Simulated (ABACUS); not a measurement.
ABACUS run on MoS2 (R3m, 3 atoms in the cell; from Materials Project mp-1434): self-consistent single point.

All values come from this method and carry its errors: PBEsol, PseudoDojo 0.4 standard norm-conserving PBEsol (tails mended) pseudopotentials (plane waves; ABACUS).

```
CELL_PARAMETERS angstrom
      1.59215     0.91923     6.48210
     -1.59215     0.91923     6.48210
      0.00000    -1.83846     6.48210
ATOMIC_POSITIONS crystal
  Mo 0.99978 0.99978 0.99978
  S  0.41294 0.41294 0.41294
  S  0.25330 0.25330 0.25330
```

Reference input (self-consistent single point, DFT, PBEsol, plane waves, PseudoDojo 0.4 standard norm-conserving PBEsol (tails mended) pseudopotentials): KPT = Gamma 12 12 12 0 0 0; basis_type = pw; dft_functional = PBESOL; ecutwfc = 80 Ry; smearing_method = fd; smearing_sigma = 0.00367493 Ry; potentials = PseudoDojo 0.4 standard norm-conserving PBEsol (tails mended); symmetry = 1; symmetry_prec = 1e-05; ks_solver = dav; scf_nmax = 100; scf_thr = 1.0e-09 Ry. This run's input differs from it in these lines:

```diff
@@ -49,3 +49,3 @@
 Gamma
-12 12 12 0 0 0
+2 2 2 0 0 0
```

Log, with long lists cut:

```
 SELF-CONSISTENT
 -------------------------------------------

                                 init_chg = atomic

 PW ALGORITHM --------------- ION=   1  ELEC=   1--------------------------------

 Density error is 0.499089004532
                          Error Threshold = 0.01
 E_KohnSham     -184.6516372072      -2512.3144110471
 E_Fermi        0.8362777285         11.3781422180

 PW ALGORITHM --------------- ION=   1  ELEC=   2--------------------------------

 Density error is 0.215735623932
                          Error Threshold = 0.00191957309435
 E_KohnSham     -184.7412780133      -2513.5340367827
   [... lines left out ...]

 Density error is 1.9847191279e-09
                          Error Threshold = 2.77558377933e-11
 E_KohnSham     -184.7697891400      -2513.9219505627
 E_Fermi        0.7770893618         10.5728431754

 PW ALGORITHM --------------- ION=   1  ELEC=  11--------------------------------

 Density error is 4.59226991274e-11
                          Error Threshold = 7.63353510732e-12
 E_KohnSham     -184.7697891404      -2513.9219505674
 E_KS(sigma->0) -184.7697891179      -2513.9219502613
 E_entropy(-TS) -0.0000000450        -0.0000006120
 E_Fermi        0.7770865395         10.5728047759
 charge density convergence is achieved
 final etot is -2513.9219506 eV
 EFERMI = 10.572804776 eV

 STATE ENERGY(eV) AND OCCUPATIONS    NSPIN == 1
   [... 20 lines left out ...]

 TOTAL-FORCE (eV/Angstrom)
                       Mo1         0.0000000000         0.0000000000         0.0029124041
                        S1         0.0000000000         0.0000000000         0.3031885876
                        S2         0.0000000000         0.0000000000        -0.3061009916

 TOTAL-STRESS (KBAR)
       -34.0475622936        -0.0000000000         0.0000000000
        -0.0000000000       -34.0475794114        -0.0000000000
        -0.0000000000         0.0000000000        40.9573397526
 TOTAL-PRESSURE: -9.045934 KBAR

 --------------------------------------------
 !FINAL_ETOT_IS -2513.9219505673509047 eV
 --------------------------------------------
```

The run converged in 11 iterations. Against the reference run the free energy rises by 284 meV/atom, the pressure goes from -3.08 to -0.90 GPa, the largest force goes from 0.129 to 0.306 eV/Å and the gap on the mesh goes from 1.067 to 1.413 eV.

This run is one point of a test of settings, so its values need not be converged; read them against the reference run alone. The structure comes from a collection of computed structures, made at another level of theory; the collection holds predicted forms beside known ones.

Cost on one core: about 27 core-seconds (a rough figure).

“Tails mended”: in these copies of the files the far tail of each local potential was reset to the Coulomb form.
